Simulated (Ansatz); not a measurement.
## Stationary points along a deformation path in Ir

Computed with DFT LDA, scalar-relativistic, plane waves, PAW (Ansatz). The runs took a 420 eV cutoff, a Γ-centred 24×24×24 mesh and Gaussian smearing (0.15 eV). Spin–orbit coupling is left out, which can shift energies with elements as heavy as these. No spin polarisation. Energies are free energies at this smearing, counted from the undisturbed cell; pressure is positive in compression.

Reference structure (as given, not relaxed at this level; it stands at -8.5 GPa):

```yaml
crystal:
  lattice:
    - [0.00000, 1.91970, 1.91970]
    - [1.91970, 0.00000, 1.91970]
    - [1.91970, 1.91970, 0.00000]
  atoms:
    - { symbol: Ir, position: [0.00000, 0.00000, 0.00000] }
```

At fixed volume and fractional coordinates, lengths along (0.000, 0.000, 1.000) are scaled against those across it; ρ is that ratio over its starting value. V = 14.149 Å³/atom. Δσ is the stress along the axis less the mean stress across it (compression positive).

```csv
ρ,ΔE (meV/atom),Δσ (GPa),space group
0.707,683.6,-0.11,Im-3m
0.850,257.0,47.83,I4/mmm
1.000,0.0,0.00,Fm-3m
1.200,357.0,-61.18,I4/mmm
1.414,1117.8,-96.34,I4/mmm
```

Q: How does the stress give the slope of the energy, and where is the energy stationary?

A: Along the path d ln(length) is 2/3 d ln ρ on the axis and −1/3 d ln ρ across it, so dE/d ln ρ = −(2/3) V Δσ: the energy falls with ρ where Δσ is positive. Δσ vanishes or changes sign at ρ = 0.707 (Im-3m, an end of the scan), at 683.6 meV/atom; at ρ = 1.000 (Fm-3m), a minimum at 0.0 meV/atom. Pairs of stationary points between two samples would go unseen, and could change a minimum read from distant neighbours into a maximum. At ρ = 0.707, 1.000 the cell is cubic, where symmetry alone makes the stress isotropic and the slope zero.

In a metal these slopes depend on the k mesh and the smearing.